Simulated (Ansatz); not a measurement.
Rh:
```yaml
crystal:
  lattice:
    - [0.00000, 1.87707, 1.87707]
    - [1.87707, 0.00000, 1.87707]
    - [1.87707, 1.87707, 0.00000]
  atoms:
    - { symbol: Rh, position: [0.00000, 0.00000, 0.00000] }
```

Relaxed with LDA. Special points in fractions of this cell's reciprocal vectors: Γ (0.000, 0.000, 0.000); X (0.500, 0.000, 0.500); U (0.625, 0.250, 0.625); K (0.375, 0.375, 0.750); L (0.500, 0.500, 0.500); W (0.500, 0.250, 0.750).

Q: List the band energies nearest the Fermi level at these points for the program Ansatz at the LDA level (PAW).

A: In eV from the Fermi level; about four levels below and three above (degenerate sets whole), none deeper than 8.9 eV; … stands for higher levels left out; points with the same levels are listed once.

```csv
k,below,above
Γ,-8.32 -3.30 -3.30 -3.30,…
X,-6.71 -6.34,0.61 1.07 1.07
U,-5.87 -5.06 -2.20 -0.72,0.41 …
L,-6.50 -3.37 -3.37,0.63 0.63 …
W,-5.34 -4.05 -4.05 -1.28,1.07 …
```

Space group Fm-3m (fcc (Cu type)). The cell was relaxed with LDA under the symmetry of its start. No spin polarisation was allowed. Spin–orbit coupling is left out wherever it is not named.

Potentials: the earlier of the program's two PAW sets.
